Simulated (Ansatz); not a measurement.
CdSiN₂:
```cif
data_CdN2Si
_chemical_formula_sum 'Cd1 Si1 N2'
_space_group_name_H-M_alt 'P 1'
_space_group_IT_number 1
_cell_length_a 6.19613
_cell_length_b 6.19613
_cell_length_c 6.19613
_cell_angle_alpha 27.046
_cell_angle_beta 27.046
_cell_angle_gamma 27.046
loop_
_space_group_symop_operation_xyz
  'x, y, z'
loop_
_atom_site_label
_atom_site_type_symbol
_atom_site_fract_x
_atom_site_fract_y
_atom_site_fract_z
_atom_site_occupancy
Cd1 Cd 0.50000 0.50000 0.50000 1
Si1 Si 0.00000 0.00000 0.00000 1
N1 N 0.61457 0.61457 0.61457 1
N2 N 0.38543 0.38543 0.38543 1
```

Relaxed with r²SCAN+D4.

Tabulate the valence density and the electron localisation function along the shortest Si–N contact (1.92 Å), plane-wave PAW r²SCAN+D4 (Ansatz code).



```csv
distance from Si (Å),density (e/Å³),ELF
0.19,0.12,0.31
0.29,0.15,0.22
0.38,0.20,0.22
0.48,0.28,0.30
0.57,0.37,0.47
0.67,0.47,0.66
0.77,0.57,0.79
0.86,0.68,0.85
0.96,0.80,0.88
1.05,0.97,0.89
1.15,1.21,0.90
1.24,1.55,0.89
1.34,2.06,0.86
1.44,2.70,0.80
1.53,3.28,0.65
1.63,3.59,0.41
1.72,3.57,0.17
```

The density is the valence pseudo-density with augmentation charge, so density and ELF within about 1 Å of a nucleus are not all-electron values.

Space group R-3m. The start of the workflow was typed in or built on a structure type; neither database checked (COD, Materials Project) lists it. Its standing as an ambient phase is unchecked. The cell was relaxed with r²SCAN+D4 under the symmetry of its start; whether a distortion lowers the energy is not shown. The volume moved by -44 % from the start of the relaxation.

Potentials: the earlier of the program's two PAW sets.
